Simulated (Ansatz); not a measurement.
HfN (Fm-3m), phonons: input and output

Level of theory: PBEsol, PAW on Ansatz 0.2.0's default frozen-core files (fitted under PBE), scalar-relativistic.

The cell comes from a PAW relaxation under the same functional.

Command line:

```sh
ansatz run input.yaml --threads 1 --pin off --max-ram 3072MiB --backend cpu --events-out ev --progress --plain --runs-dir out
```

input.yaml:

```yaml
crystal:
  lattice:
    - [0.0, 2.25110883042, 2.25110883042]
    - [2.25110883042, 0.0, 2.25110883042]
    - [2.25110883042, 2.25110883042, 0.0]
  atoms:
    - { symbol: Hf, position: [0.0, 0.0, 0.0] }
    - { symbol: "N", position: [0.5, 0.5, 0.5] }
kpoints:
  mp_grid: { grid: [14, 14, 14] }
scf:
  occupations: { method: fermi_dirac, width: 0.1 }
hamiltonian:
  xc: pbesol
  pseudopotentials: { kind: paw }
phonons:
  qmesh: [2, 2, 2]
  qpath:
    path:
      - [0.0, 0.0, 0.0]
      - [0.5, 0.0, 0.5]
      - [0.625, 0.25, 0.625]
      - [0.375, 0.375, 0.75]
      - [0.0, 0.0, 0.0]
      - [0.5, 0.5, 0.5]
      - [0.5, 0.25, 0.75]
      - [0.5, 0.0, 0.5]
    npoints: 6
  temperatures: { t_min: 0, t_max: 1000, t_step: 100 }
```

Output:

```
Warning: RAYON_NUM_THREADS=1 ignored (pool sized by the plan → 1); use --threads N
Engine: ansatz 0.2.0, aarch64-unknown-linux-gnu
Pseudopotentials: kind: paw
Pseudopotential: Hf, paw, valence charge 26, recommended cutoff 420 eV (normal), Hf.paw.azcp
Pseudopotential: N, paw, valence charge 5, recommended cutoff 420 eV (normal), N.paw.azcp
Functional definition: PBEsol
  exchange = pbesol_x
  correlation = pbesol_c
Crystal: 4 atoms, lattice volume = 45.630 Å³
Basis set: ecut = 420 eV, 893 PW (Γ), FFT grids on a1, a2, −a2+a3, exchange–correlation on 48×48×80 points (8 copies of the dense FFT grid, shifted against one another)
Bands: 38, of which v1, the nominal top of the filled ones, is band 31 counted from 1 (30 counted from 0)
Symmetry: 24 space group operations
k-points: 144 of 1372
Non-local potential: Hf, projectors of the file, l = 0: 3, l = 1: 2, l = 2: 2, l = 3: 3
Non-local potential: N, projectors of the file, l = 0: 2, l = 1: 2, l = 2: 1
PAW form: soft (Blöchl's): semilocal exchange-correlation on the pseudo side does not see the compensation charge
PAW frozen core: Hf, regenerated for the run's functional, and the local potential with it (the file was generated under x = pbe(κ = 0.804, μ = 0.2195149727645171), c = pbe(β = 0.06672455060314922))
PAW frozen core: N, regenerated for the run's functional, and the local potential with it (the file was generated under x = pbe(κ = 0.804, μ = 0.2195149727645171), c = pbe(β = 0.06672455060314922))
PAW one-centre angular grid: Hf, 590 points (default); XC on 64 Gauss nodes
PAW one-centre angular grid: N, 110 points (default); XC on 64 Gauss nodes
Initial density: handed on by an earlier stage of this run
Initial wavefunctions: those handed on with the density
Functional: x = pbesol(κ = 0.804, μ = 0.12345679012345678), c = pbesol(β = 0.046)
SCF iter   1: F=—  HF=-31960.513242 eV  |F-HF|=—  |Δ(HF+E_count)|=         —  Δρ=2.35e-7  dr2=1.34e-11  ethr=1.01e-12  ⟨swp⟩=6.7  Hψ=17998  notcnv=0
preconditioner: auto → Kerker (q_TF=auto, 2.871 Å⁻¹)  [metal: Δε(μ)=0.034 eV  Ē_g=18.316 eV  σ=0.100 eV  W_gap=0.08  n_scr=22 (ndim 8)  ℏωp=41.9 eV  f_vac=0.000  D(μ)=1.33/eV (n_scr^D=2)]
SCF iter   2: F=-31960.513242 eV  HF=-31960.513242 eV  |F-HF|=1.46e-11  |Δ(HF+E_count)|=    0.00e0  Δρ=1.73e-7  dr2=7.84e-12  ethr=1.00e-12  ⟨swp⟩=4.1  Hψ=17532  notcnv=0
SCF 1 converged in 2 iterations: F = -31960.513242 eV  dr2 = 7.84e-12
  greatest PAW one-centre occupation: 0.998 electrons in one spin orbital (limit 2), on the Hf atom at site 2 (counted from 0), in its partial waves of l = 3
phonons: the bands overlap, so this run is a metal and interpolates without the dipole-dipole term. If the crystal is really an insulator or semiconductor, its LO-TO splitting is missing
Symmetry: 2 space group operations
k-points: 372 of 1372 (time reversal used)
iter 1 solved again at ethr=7.47e-8 eV; its pass at ethr=3.10e-3 eV (dr2=4.63e-5 eV) is discarded
SCF iter   1: F=—  HF=-31960.513220 eV  |F-HF|=—  |Δ(HF+E_count)|=         —  Δρ=3.34e-4  dr2=4.35e-5  ethr=7.47e-8  ⟨swp⟩=2.2  Hψ=61244  notcnv=0  defer=221
[... 41 lines left out ...]
SCF iter   1: F=—  HF=-31960.513233 eV  |F-HF|=—  |Δ(HF+E_count)|=         —  Δρ=1.39e-4  dr2=6.08e-6  ethr=1.26e-8  ⟨swp⟩=3.0  Hψ=60260  notcnv=0  defer=206
preconditioner: auto → Kerker (q_TF=auto, 2.871 Å⁻¹)  [metal: Δε(μ)=0.032 eV  Ē_g=18.304 eV  σ=0.100 eV  W_gap=0.08  n_scr=20 (ndim 8)  ℏωp=41.9 eV  f_vac=0.000  D(μ)=1.33/eV (n_scr^D=6)]
SCF iter   2: F=—  HF=-31960.513204 eV  |F-HF|=—  |Δ(HF+E_count)|=   2.89e-5  Δρ=8.78e-5  dr2=2.76e-6  ethr=9.81e-9  ⟨swp⟩=1.0  Hψ=13829  notcnv=0  defer=206
SCF iter   3: F=—  HF=-31960.513203 eV  |F-HF|=—  |Δ(HF+E_count)|=   1.22e-6  Δρ=1.12e-5  dr2=7.67e-8  ethr=4.46e-9  ⟨swp⟩=2.0  Hψ=19832  notcnv=0  defer=206
SCF iter   4: F=—  HF=-31960.513203 eV  |F-HF|=—  |Δ(HF+E_count)|=   1.76e-8  Δρ=3.98e-6  dr2=6.82e-9  ethr=1.24e-10  ⟨swp⟩=2.0  Hψ=24431  notcnv=0  defer=206
SCF iter   5: F=—  HF=-31960.513203 eV  |F-HF|=—  |Δ(HF+E_count)|=   1.04e-9  Δρ=1.94e-6  dr2=1.83e-9  ethr=1.10e-11  ⟨swp⟩=2.0  Hψ=24935  notcnv=0  defer=206
SCF iter   6: F=—  HF=-31960.513203 eV  |F-HF|=—  |Δ(HF+E_count)|=   1.30e-9  Δρ=9.89e-7  dr2=5.84e-10  ethr=2.96e-12  ⟨swp⟩=2.0  Hψ=24637  notcnv=0  defer=206
SCF iter   7: F=—  HF=-31960.513203 eV  |F-HF|=—  |Δ(HF+E_count)|=  1.13e-10  Δρ=3.00e-7  dr2=9.47e-11  ethr=1.00e-12  ⟨swp⟩=2.0  Hψ=20813  notcnv=0  defer=206
SCF iter   8: F=-31960.513203 eV  HF=-31960.513203 eV  |F-HF|=0.00e0  |Δ(HF+E_count)|=  2.55e-11  Δρ=7.35e-8  dr2=4.31e-12  ethr=1.00e-12  ⟨swp⟩=5.5  Hψ=74547  notcnv=0
SCF 6 converged in 8 iterations: F = -31960.513203 eV  dr2 = 4.31e-12
  greatest PAW one-centre occupation: 0.998 electrons in one spin orbital (limit 2), on the Hf atom at site 0 (counted from 0), in its partial waves of l = 3
SCF converged after 2 iterations
Free energy (F): -31960.513242 eV
Harris-Foulkes:  -31960.513242 eV  (|F-HF|=1.46e-11)
Internal energy: -31960.470893 eV  (E = F + TS)
E sigma→0 (E₀):  -31960.492067 eV
Entropy (-TS):   -0.042349 eV (-10.587 meV/atom)
Fermi energy:    23.959798 eV
--- Per-component energies (eV) ---
  E_band       = 373.160257
  E_kinetic    = 1114.785672
  E_local      = -9389.975757  (includes V_loc(G=0)·N_el)
  E_nonlocal   = -2385.178798
  E_hartree    = 4460.459084
  E_xc         = -718.097144
  E_vxc        = -689.145973  (∫ρ·V_xc dr)
  E_paw        = -13859.390110  (= ΣΔE_a)
  E_vpaw       = 2801.756931  (= ΣTr[D̂ρ^β])
  E_aug_tail   = 0.000186  (compensation charges beyond the density's cutoff)
  E_ewald      = -11185.632406
  E_core_change = 2.558381  (= ΣΔE_core)
  E_smearing   = -0.042349  (= −TS)
  E_closure    = -0.000000  (closes the sum)
  Σ components = -31960.513242   (vs F -31960.513242, Δ=0.00e0)
--- Forces (eV/Å), atoms counted from 1 ---
  atom   1  Hf    -0.00000000    -0.00000000    -0.00000000
  atom   2  N      0.00000000     0.00000000     0.00000000
  atom   3  Hf    -0.00000000    -0.00000000     0.00000000
  atom   4  N      0.00000000     0.00000000     0.00000000
  max |Σ_I F_I| component: 3.37e-29 eV/Å
--- Phonons: 4 displaced members + 2 references (amplitude of the first 0.0025 Å, Σ member SCF iterations 37) ---
  ASR residual: 1.332e-4 → 0.000e0 eV/Å²; symmetrization residual: 1.831e-3 eV/Å²
  largest component of a force at the reference: 2.5e-29 eV/Å
  ASR residual per site (eV/Å²): 5.79e-5 1.33e-4
  Γ frequencies (cm⁻¹): 0.00 0.00 0.00 502.38 502.38 502.38
--- Phonons (by wavevector): 3 wavevectors in 2 supercells ---
  supercell 1 (2 cells, vectors [1, 0, 0], [0, 1, 0], [0, 0, 2] in multiples of the cell's): 2 displaced members by 0.0025 Å; free energy -31960.513242 eV; taken off its force constants: by the sum rule 9.2e-5, by the ...
  symmetry images taken by strict's conditions (phonons.symmetry_images: auto; settled by no image being taken that strict refuses)
  supercell 2 (2 cells, vectors [1, 0, 0], [0, 1, -1], [0, 0, 2] in multiples of the cell's): 2 displaced members by 0.0025 Å; free energy -31960.513242 eV; taken off its force constants: by the sum rule 1.3e-4, by the ...
  symmetry images taken by strict's conditions (phonons.symmetry_images: auto; settled by no image being taken that strict refuses)
  q = [0.0000, 0.0000, 0.0000] (star 1, supercell 1; hermiticity 0.00e0, symmetrization 1.60e-6): 0.00 0.00 0.00 502.38 502.38 502.38
  q = [0.0000, 0.0000, -0.5000] (star 4, supercell 1; hermiticity 1.12e-16, symmetrization 6.75e-16): 121.39 121.39 152.46 513.14 532.37 532.37
  q = [0.0000, -0.5000, -0.5000] (star 3, supercell 2; hermiticity 1.36e-16, symmetrization 6.38e-16): 146.49 146.49 168.46 483.65 506.30 506.30
  joined force constants: q→R imaginary residual 2.76e-17
  density of states and harmonic sums: on the 24×24×24 q-mesh, interpolated from the force constants of a 2×2×2 supercell (no non-analytic term)
  largest difference from the sums on the solved wave vectors: F 7.33e-2 eV, S 1.06e-4 and C_V 3.23e-5 eV/K
```

The calculation finished and met its thresholds.

Harmonic thermodynamics:

Harmonic phonons of a crystal by Kohn-Sham DFT at the given cell, standard atomic masses, acoustic sum rule imposed; negative wavenumbers are unstable modes; sums over wave vectors interpolated from the q mesh.

- Zero point energy: 59.94 meV/atom

```
temperature (K)  phonon heat capacity (k_B/atom)  phonon entropy (k_B/atom)  phonon free energy (meV/atom)
            100                            1.167                      0.792                           57.6
            200                            1.926                      1.849                          46.07
            300                            2.377                      2.726                          26.24
            400                             2.61                      3.445                          -0.45
            500                            2.737                      4.042                         -32.78
            600                            2.812                      4.548                         -69.85
            700                            2.859                      4.985                           -111
            800                            2.891                      5.369                         -155.6
            900                            2.913                      5.711                         -203.4
           1000                            2.929                      6.019                           -254
```

### Phonons on the q mesh

One row a degenerate set, branches counted upwards.

```json
{"Unstable phonons": "no"}
```

| point | q a (r.l.u.) | q b (r.l.u.) | q c (r.l.u.) | branch | phonon wavenumber (cm⁻¹) | degeneracy |
| --- | --- | --- | --- | --- | --- | --- |
| Gamma | 0 | 0 | 0 | 4 | 502.4 | 3 |
| L | 0.5 | 0 | 0 | 1 | 121.4 | 2 |
| L | 0.5 | 0 | 0 | 3 | 152.5 | 1 |
| L | 0.5 | 0 | 0 | 4 | 513.1 | 1 |
| L | 0.5 | 0 | 0 | 5 | 532.4 | 2 |
| X | 0.5 | 0.5 | 0 | 1 | 146.5 | 2 |
| X | 0.5 | 0.5 | 0 | 3 | 168.5 | 1 |
| X | 0.5 | 0.5 | 0 | 4 | 483.6 | 1 |
| X | 0.5 | 0.5 | 0 | 5 | 506.3 | 2 |

### Zone-centre phonons

Optical zone-centre levels upwards with Mulliken labels, activity, and the element with most of the kinetic energy.

```
Point group : m-3m
```

| number | phonon wavenumber (cm⁻¹) | label | infrared | raman | lead element |
| --- | --- | --- | --- | --- | --- |
| 1 | 502.4 | T1u | yes | no | N |

Limits of these numbers: frozen-core PAW files fitted under PBE, their cores solved anew for the functional of the run; responses of metals move with mesh and smearing; no spin-orbit coupling on heavy atoms; coarse q mesh; activity by symmetry alone, a metal screens infrared modes.

It took 4.1 min on 1 thread of Arm Neoverse V2, with other jobs on the host, peak memory 0.78 GiB.
